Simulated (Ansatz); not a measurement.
# From the elastic tensor of MnCu₅ to moduli and sound speeds

Computed with DFT PBE, scalar-relativistic, plane waves, PAW in Ansatz. Cutoff 420 eV, 14×14×4 k-points (Γ-centred), Gaussian smearing of 0.20 eV. Collinear spin, site moments 3.3, 0.0, 0.0, 0.1, 0.1, 0.0 μB.

Space group P4/mmm (No. 123), tetragonal, a = 2.632 Å, c = 10.661 Å. Mn has 8 Cu at 2.61 Å and 4 Mn at 2.63 Å; around Cu on a site of symmetry 4/mmm lie 12 Cu at 2.55–2.63 Å; around Cu on a site of symmetry 4mm lie 12 Cu at 2.55–2.63 Å; Cu on a second site of symmetry 4mm is surrounded by 8 Cu at 2.56–2.63 Å and 4 Mn at 2.61 Å.

The cell was found from a structure generator's guess, not taken from experiment. In a metal, frequencies and elastic constants depend on the k mesh and the smearing, soft modes and shear constants most.

Relaxed-ion constants (GPa, on the Cartesian axes of the calculation):
C11 = 172.8, C12 = 59.2, C13 = 114.2, C22 = 172.8, C23 = 114.2, C33 = 161.2, C44 = 85.5, C55 = 85.5, C66 = 34.3 GPa; the others vanish.

Density 8.379 g/cm³; 6 atoms in 73.86 Å³.

With S = C⁻¹: B_V = (C11+C22+C33+2(C12+C13+C23))/9, G_V = (C11+C22+C33−C12−C13−C23+3(C44+C55+C66))/15, 1/B_R = S11+S22+S33+2(S12+S13+S23), 15/G_R = 4(S11+S22+S33−S12−S13−S23)+3(S44+S55+S66); Hill is their mean. Then v_l = √((B+4G/3)/ρ), v_t = √(G/ρ), v_m = [(2/v_t³+1/v_l³)/3]^(−1/3) and Θ = (ħ/k_B)·v_m·(6π²n/V)^(1/3) for n atoms in the volume V; E = 9BG/(3B+G), ν = (3B−2G)/(2(3B+G)) and A^U = 5G_V/G_R + B_V/B_R − 6.

```json
{
  "Bulk modulus, Voigt / Reuss / Hill": "120.2 / 116.0 / 118.1 GPa",
  "Shear modulus, Voigt / Reuss / Hill": "55.7 / 37.3 / 46.5 GPa",
  "Young's modulus": "123 GPa",
  "Poisson ratio": "0.326",
  "Pugh ratio B/G": "2.54 (over 1.75, the rule of thumb for ductile)",
  "Universal anisotropy index": "2.49",
  "Longitudinal and transverse sound speeds": "4637 and 2356 m/s",
  "Debye temperature from the mean sound speed": "340 K"
}
```
